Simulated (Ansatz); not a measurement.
**As2O3: ¹⁷O NMR of the central transition**

Cell: an entry of the Crystallography Open Database (COD) whose atoms were relaxed with PBE, the cell held.

Space group Fd-3m:1 (No. 227); a = 11.0771 Å.

| site | Wyckoff | site symmetry | x | y | z |
| --- | --- | --- | --- | --- | --- |
| As | 32e | .3m | 0.3956 | 0.3956 | 0.8956 |
| O | 48f | 2.mm | 0.5722 | 0.7500 | 0.2500 |

One atom of each set is listed; the run and its k-mesh use a cell of 20 atoms with edges of 7.83, 7.83, 7.83 Å.

Computed with Ansatz: DFT, PBE, plane waves and PAW, scalar-relativistic, 420 eV cutoff, Γ-centred 3×3×3 k-points, Fermi–Dirac smearing 0.02 eV.

¹⁷O has I = 5/2 and Q = -25.58 mb (Pyykkö 2018); at 35.2 T its Larmor frequency is ν₀ = 203.3 MHz. Only the quadrupole interaction is simulated: positions count from each site's isotropic chemical shift, and J coupling is left out, as are shift anisotropy and dipolar coupling, which fast spinning averages.

(1) Simulate the second-order pattern (fast magic-angle spinning, Gaussian broadening 0.1 kHz) of site O (2 As at 1.83 Å, angle 127°).

Answers

(1) The calculation gives C_Q = -7.19 MHz and η = 0.83, so ν_Q = 1.08 MHz and the centre of gravity lies at -9.22 ppm (-1.87 kHz).

offset (kHz), height and a bar:
```
   -4.479          0 
   -4.327          1 
   -4.175          7 ##
   -4.022          9 ###
   -3.870         17 #####
   -3.717         19 ######
   -3.565         20 ######
   -3.413         21 ######
   -3.260         22 #######
   -3.108         23 #######
   -2.956         25 #######
   -2.803         27 ########
   -2.651         29 #########
   -2.498         33 ##########
   -2.346         61 ##################
   -2.194        100 ##############################
   -2.041         85 ##########################
   -1.889         89 ###########################
   -1.737         79 ########################
   -1.584         60 ##################
   -1.432         52 ###############
   -1.280         46 ##############
   -1.127         42 #############
   -0.975         38 ############
   -0.822         36 ###########
   -0.670         34 ##########
   -0.518         32 ##########
   -0.365         30 #########
   -0.213         29 #########
   -0.061         21 ######
    0.092          1 
    0.244          0
```
